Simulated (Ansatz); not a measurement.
Rb2PtC2:
```cif
data_C2PtRb2
_chemical_formula_sum 'Rb2 Pt1 C2'
_space_group_name_H-M_alt 'P 1'
_space_group_IT_number 1
_cell_length_a 5.33940
_cell_length_b 5.33940
_cell_length_c 5.19681
_cell_angle_alpha 90.000
_cell_angle_beta 90.000
_cell_angle_gamma 120.000
loop_
_space_group_symop_operation_xyz
  'x, y, z'
loop_
_atom_site_label
_atom_site_type_symbol
_atom_site_fract_x
_atom_site_fract_y
_atom_site_fract_z
_atom_site_occupancy
Rb1 Rb 0.33333 0.66667 0.27504 1
Rb2 Rb 0.66667 0.33333 0.72496 1
Pt1 Pt 0.00000 0.00000 0.00000 1
C1 C 0.00000 0.00000 0.62256 1
C2 C 0.00000 0.00000 0.37744 1
```

Relaxed with PBEsol. 

Question: HSE06 on this cell (Ansatz, a program for electronic structure, PAW) gives a gap of 1.77 eV. What does PBEsol give?

Answer: 1.06 eV.

Cost on shared cores: the PBEsol run (SCF on a 6×6×6 mesh, then bands and DOS) roughly 50 core-seconds, the HSE06 run (SCF on 4×4×3, then a few points) roughly 2.3 core-minutes; the tasks are unlike.

Space group P-3m1. The first step of the workflow began from a Materials Project structure, measured or hypothetical; the Crystallography Open Database files this formula in space group No. 164, but the cells were not matched. Whether it is the stable phase at ambient conditions was not checked. Symmetry was held in the PBEsol relaxation; whether a distortion lowers the energy is not shown. The run is not spin-polarised. Scalar-relativistic: spin–orbit coupling is off unless named, which matters more the heavier the elements.

Potentials: the later of the program's two PAW sets.

Ansatz is a plane-wave DFT program.
